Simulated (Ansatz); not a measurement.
**Run record: phonons of SnO (P4/nmm)**

Method: PBEsol, all-electron LAPW in Ansatz 0.2.0, scalar-relativistic.

The cell comes from a PAW relaxation under the same functional.

Command line:

```sh
ansatz run input.yaml --threads 1 --pin off --max-ram 3072MiB --backend cpu --events-out ev --progress --plain --runs-dir out
```

Input:

```yaml
crystal:
  lattice:
    - [3.80409007044, 0.0, 0.0]
    - [0.0, 3.80409007044, 0.0]
    - [0.0, 0.0, 4.74872383917]
  atoms:
    - { symbol: Sn, position: [0.5, 0.0, 0.242821074847] }
    - { symbol: Sn, position: [0.0, 0.5, 0.757178925153] }
    - { symbol: O, position: [0.0, 0.0, 0.0] }
    - { symbol: O, position: [0.5, 0.5, 0.0] }
kpoints:
  mp_grid: { grid: [10, 10, 8] }
scf:
  occupations: { method: fermi_dirac, width: 0.08 }
hamiltonian:
  xc: pbesol
  pseudopotentials: { kind: all_electron, lapw: { basis_error: 0.0005 } }
phonons:
  supercell: [1, 1, 1]
```

The program printed:

```
Warning: RAYON_NUM_THREADS=1 ignored (pool sized by the plan → 1); use --threads N
LAPW: plane waves up to 10.216 Å⁻¹, error target 5.0e-4 eV per atom; small_component_spin mean_spin; O in spheres of 0.957 Å, 8 of its electrons in bands, Dirac shells []; Sn in spheres of 1.201 Å, 32 of its electrons in bands, ...
Engine: ansatz 0.2.0, aarch64-unknown-linux-gnu
Pseudopotentials: kind: all_electron
Pseudopotential: Sn, LAPW, valence charge 32, lapw/all_electron/scalar/gaussian/Sn, Koelling and Harmon's equation, gaussian nucleus
Pseudopotential: O, LAPW, valence charge 8, lapw/all_electron/scalar/gaussian/O, Koelling and Harmon's equation, gaussian nucleus
Functional definition: PBEsol
  exchange = pbesol_x
  correlation = pbesol_c
Crystal: 4 atoms, lattice volume = 68.719 Å³
Basis set: ecut = 397.6427402469966 eV, 1231 PW (Γ), exchange–correlation at level 2
Bands: 48, of which v1, the nominal top of the filled ones, is band 40 counted from 1 (39 counted from 0)
Symmetry: 16 space group operations
k-points: 105 of 800
Non-local potential: Sn, projectors of the file, none
Non-local potential: O, projectors of the file, none
[... 95 lines left out ...]
Internal energy: -340113.824170 eV  (E = F + TS)
E sigma→0 (E₀):  -340113.825957 eV
Entropy (-TS):   -0.003574 eV (-0.893 meV/atom)
Fermi energy:    12.544304 eV
--- Per-component energies (eV) ---
  E_band       = -12514.227888
  E_kinetic    = 357457.071823
  E_xc         = -9296.995286
  E_electrostatic = -688273.900706  (all electrons and nuclei)
  E_smearing   = -0.003574  (= −TS)
  E_closure    = 0.000000  (closes the sum)
  Σ components = -340113.827743   (vs F -340113.827743, Δ=0.00e0)
  Basis errors (estimates in eV, not in F): energy 2.1e-4 per atom: plane waves 1.9e-4 (1.2e-4 summed), levels above the bands 1.9e-55, relativity 2.8e-8, radial functions 1.8e-5, core shells 7.6e-8; eigenvalues (radial functions ...
--- Forces (eV/Å), atoms counted from 1 ---
  atom   1  Sn     0.00000000     0.00000000    -0.00293606
  atom   2  Sn     0.00000000     0.00000000     0.00293606
  atom   3  O     -0.00000000     0.00000000     0.00000000
  atom   4  O     -0.00000000     0.00000000     0.00000000
  max |Σ_I F_I| component: 3.47e-18 eV/Å
--- Phonons: 5 displaced members + reference (amplitude 0.01 Å, Σ member SCF iterations 44) ---
  symmetry images taken by strict's conditions (phonons.symmetry_images: auto; settled by no image being taken that strict refuses)
  ASR residual: 9.459e-4 → 0.000e0 eV/Å²; symmetrization residual: 9.537e-4 eV/Å²
  largest component of a force at the reference: 2.9e-3 eV/Å
  ASR residual per site (eV/Å²): 2.77e-4 2.77e-4 9.46e-4 9.46e-4
  Γ frequencies (cm⁻¹): 0.00 0.00 0.00 112.81 112.81 206.28 265.40 265.40 345.41 363.06 457.27 457.27
  density of states and harmonic sums: on the 16×16×13 q-mesh, interpolated from the force constants of a 1×1×1 supercell (no non-analytic term)
  largest difference from the sums on the solved wave vectors: F 5.41e-1 eV, S 7.98e-4 and C_V 2.57e-4 eV/K
```

Self-consistency was reached.

Zone-centre phonons:

Harmonic phonons of a crystal by Kohn-Sham DFT at the given cell, standard atomic masses, acoustic sum rule imposed; negative wavenumbers are unstable modes; optical zone-centre levels upwards with Mulliken labels, activity, and the element with most of the kinetic energy.

| Quantity | Value |
| --- | --- |
| Point group | 4/mmm |

| number | phonon wavenumber (cm⁻¹) | label | infrared | raman | lead element |
| --- | --- | --- | --- | --- | --- |
| 1 | 112.8 | Eg | no | yes | Sn |
| 2 | 206.3 | A1g | no | yes | Sn |
| 3 | 265.4 | Eu | yes | no | O |
| 4 | 345.4 | B1g | no | yes | O |
| 5 | 363.1 | A2u | yes | no | O |
| 6 | 457.3 | Eg | no | yes | O |

Limits of these numbers: responses of metals move with mesh and smearing; no dispersion correction, so the spacing and stiffness between layers or molecules are poor; zone-boundary modes aren't tested; activity by symmetry alone, a metal screens infrared modes.

Time and hardware: 45 min on 1 thread of Arm Neoverse V1, on a shared host, peak memory 2 GiB.
